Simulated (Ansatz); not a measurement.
Here is the system:

GePd:
```
GePd
1.0
    5.72792     0.00000     0.00000
    0.00000     3.59242     0.00000
    0.00000     0.00000     6.27416
Ge Pd
4 4
Cartesian
  4.66939   2.69431   3.63398
  1.05853   0.89810   2.64018
  3.92249   0.89810   0.49690
  1.80543   2.69431   5.77726
  5.70868   2.69431   1.19807
  0.01923   0.89810   5.07609
  2.88319   0.89810   4.33515
  2.84473   2.69431   1.93901
```

This is the r²SCAN-relaxed structure.

### Question
All from DFT-r²SCAN in the program Ansatz with PAW potentials, unless another level is named. Estimate the electronic character.

### Answer
metallic (no gap).

### Question
What about the formation energy from the elements (no fitted shifts)?

### Answer
-0.42 eV/atom.

### Question
Next, the gap with spin–orbit coupling?

### Answer
none (metallic).

Space group Pnma. The first step of the workflow began from a Materials Project structure, measured or hypothetical; the Crystallography Open Database files this formula in space group No. 62, but the cells were not matched. Whether it is the stable phase at ambient conditions was not checked. The cell was relaxed with r²SCAN under the symmetry of its start; whether a distortion lowers the energy is not shown. No spin polarisation was allowed. The references are the lowest solids computed at this level, not always the standard phases. Scalar-relativistic: spin–orbit coupling is off unless named, which matters more the heavier the elements.

Potentials: the later of the program's two PAW sets.
